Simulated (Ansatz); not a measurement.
A relaxed cell of Bi2Se3 (R-3m (No. 166)), relaxed on a k-mesh at least as fine as the one used below. Level of theory: PBEsol (plane waves to 420 eV, PAW, scalar-relativistic; Ansatz, a quantum-chemistry and plane-wave program). Γ-centred k-mesh 7×7×7 on the run's cell (coarser than for final values), Fermi–Dirac smearing 0.05 eV.

```yaml
crystal:
  lattice:
    - [2.06616, 1.19290, 9.51420]
    - [-2.06616, 1.19290, 9.51420]
    - [0.00000, -2.38580, 9.51420]
  atoms:
    - { symbol: Bi, position: [0.40037, 0.40037, 0.40037] }
    - { symbol: Bi, position: [0.59963, 0.59963, 0.59963] }
    - { symbol: Se, position: [0.00000, 0.00000, 0.00000] }
    - { symbol: Se, position: [0.21143, 0.21143, 0.21143] }
    - { symbol: Se, position: [0.78857, 0.78857, 0.78857] }
```

The atoms are displaced by (Å):

| atom | ux | uy | uz |
|---|---|---|---|
| Bi1 | -0.243 | -0.152 | -0.104 |
| Bi2 | 0.054 | 0.061 | -0.099 |
| Se3 | -0.230 | 0.533 | 0.058 |
| Se4 | 0.069 | -0.096 | 0.172 |
| Se5 | -0.380 | 0.375 | -0.187 |

Question: What forces (eV/Å) and pressure result?

Answer: 
| atom | Fx | Fy | Fz |
|---|---|---|---|
| Bi1 | -1.00 | 3.45 | 0.95 |
| Bi2 | 0.05 | -0.82 | 1.35 |
| Se3 | 0.57 | -3.00 | -2.06 |
| Se4 | -0.73 | 1.36 | -1.82 |
| Se5 | 1.10 | -1.00 | 1.59 |

Pressure +9.4 GPa.

Question: Estimate the energy cost of the displacement in the harmonic approximation and compare with the calculation.

Answer: For a harmonic well ΔE = −½ Σ F·u = 1.998 eV a cell, or 400 meV/atom. The calculated energy relative to the undisplaced cell is +0.33 eV/atom, so anharmonic terms matter at this amplitude.

No spin polarisation in the result.

The run that gave the undisplaced cell could not lose the symmetry of its start; a randomly shaken copy of 5 atoms returns to this structure.
